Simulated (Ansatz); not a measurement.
RbZn₄As₃:
```yaml
crystal:
  lattice:
    - [4.14846, 0.00000, 0.00000]
    - [0.00000, 4.14846, 0.00000]
    - [0.00000, 0.00000, 10.42152]
  atoms:
    - { symbol: Rb, position: [0.00000, 0.00000, 0.50000] }
    - { symbol: Zn, position: [0.00000, 0.50000, 0.15737] }
    - { symbol: Zn, position: [0.50000, 0.00000, 0.15737] }
    - { symbol: Zn, position: [0.00000, 0.50000, 0.84263] }
    - { symbol: Zn, position: [0.50000, 0.00000, 0.84263] }
    - { symbol: As, position: [0.50000, 0.50000, 0.28912] }
    - { symbol: As, position: [0.50000, 0.50000, 0.71088] }
    - { symbol: As, position: [0.00000, 0.00000, 0.00000] }
```

Relaxed with r²SCAN. Special points in fractions of this cell's reciprocal vectors: Γ (0.000, 0.000, 0.000); X (0.000, 0.500, 0.000); M (0.500, 0.500, 0.000); Z (0.000, 0.000, 0.500); R (0.000, 0.500, 0.500); A (0.500, 0.500, 0.500).

Question: List the band energies nearest the valence-band maximum at these points for r²SCAN in the plane-wave PAW code Ansatz.

Answer: In eV from the valence-band maximum; about four levels below and three above (degenerate sets whole), none deeper than 8.9 eV; points with the same levels are listed once.

```csv
k,below,above
Γ,-1.58 -1.58 -0.15 0.00 0.00,0.29 1.31 1.66
X,-1.31 -1.30 -0.88 -0.68,1.14 1.90 2.95
M,-2.94 -2.88 -2.88 -1.91,0.95 1.53 1.53
Z,-1.55 -1.55 -1.14 -0.03 -0.03,0.31 1.63 1.87
R,-1.32 -0.88 -0.80 -0.78,1.51 1.74 2.79
A,-2.98 -2.98 -2.59 -2.38,1.24 1.68 1.68
```

Space group P4/mmm. The workflow started from an entry of the Crystallography Open Database (COD, 200 K). Whether it is the stable phase at ambient conditions was not checked. The cell was relaxed with r²SCAN under the symmetry of its start; its stability against distortions is not shown here. Spin–orbit coupling is left out wherever it is not named.

Potentials: the later of the program's two PAW sets.
